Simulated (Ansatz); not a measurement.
NaTcO$_{3}$:
```
CELL_PARAMETERS angstrom
      3.82200     0.00000     0.00000
      0.00000     3.82200     0.00000
      0.00000     0.00000     3.82200
ATOMIC_POSITIONS crystal
  Na 0.00000 0.00000 0.00000
  Tc 0.50000 0.50000 0.50000
  O  0.50000 0.50000 0.00000
  O  0.00000 0.50000 0.50000
  O  0.50000 0.00000 0.50000
```

Relaxed with r²SCAN. Special points in fractions of this cell's reciprocal vectors: Γ (0.000, 0.000, 0.000); X (0.000, 0.500, 0.000); M (0.500, 0.500, 0.000); R (0.500, 0.500, 0.500).

List the band energies nearest the Fermi level at these points for plane-wave PAW r²SCAN (Ansatz code).

In eV from the Fermi level; about four levels below and three above (degenerate sets whole), none deeper than 8.9 eV; … stands for higher levels left out; points with the same levels are listed once.

```json
[
 {"k": "Γ", "below": "-3.07 -3.07 -3.07 -2.36 -2.36 -2.36", "above": "1.45 1.45 …"},
 {"k": "X", "below": "-3.78 -3.16 -3.16 -2.31", "above": "0.80 0.80 1.45"},
 {"k": "M", "below": "-4.29 -4.23 -4.23 -2.15", "above": "0.81 0.81 1.57"},
 {"k": "R", "below": "-7.66 -7.66 -7.66 -2.13 -2.13 -2.13", "above": "1.63 1.63 1.63"}
]
```

Space group Pm-3m (cubic perovskite). The first step of the workflow began from a Materials Project structure, measured or hypothetical; the Crystallography Open Database copy checked does not list it. Its standing as an ambient phase is unchecked. The cell was relaxed with r²SCAN under the symmetry of its start; its stability against distortions is not shown here. No spin polarisation was allowed. Spin–orbit coupling is left out wherever it is not named.

Potentials: the later of the program's two PAW sets.
